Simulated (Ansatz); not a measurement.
Li2H6Pt:
```
Li2H6Pt
1.0
    0.00000     3.30292     3.30292
    3.30292     0.00000     3.30292
    3.30292     3.30292     0.00000
Li H Pt
2 6 1
Direct
  0.75000   0.75000   0.75000
  0.25000   0.25000   0.25000
  0.75170   0.75170   0.24830
  0.24830   0.24830   0.75170
  0.24830   0.75170   0.75170
  0.75170   0.24830   0.24830
  0.75170   0.24830   0.75170
  0.24830   0.75170   0.24830
  0.00000   0.00000   0.00000
```

Tensor components refer to the Cartesian frame of this cell.

Task: Give the high-frequency dielectric tensor and the Born effective charge tensors of the independent atoms from DFPT, DFT-PBEsol in the program Ansatz with PAW potentials.

Result: 
ε∞:
```
4.42  0.00  0.00
0.00  4.42  0.00
0.00  0.00  4.42
```
Z* of atom 1 (Li), rows: field, columns: displacement, in e:
```
1.04  0.00  0.00
0.00  1.04  0.00
0.00  0.00  1.04
```
Z* of atom 3 (H), rows: field, columns: displacement, in e:
```
 0.18   0.00   0.00
 0.00   0.18   0.00
 0.00   0.00  -0.80
```
Z* of atom 9 (Pt), rows: field, columns: displacement, in e:
```
-1.19   0.00   0.00
 0.00  -1.19   0.00
 0.00   0.00  -1.19
```

Space group Fm-3m. The workflow started from a Materials Project entry (that database holds measured and hypothetical structures alike); the Crystallography Open Database copy checked does not list it. Whether it is the stable phase at ambient conditions was not checked. Symmetry was held in the PBEsol relaxation; of distortions, only those at the zone centre were tested. The run is not spin-polarised. Spin–orbit coupling is left out wherever it is not named.

Potentials: the later of the program's two PAW sets.
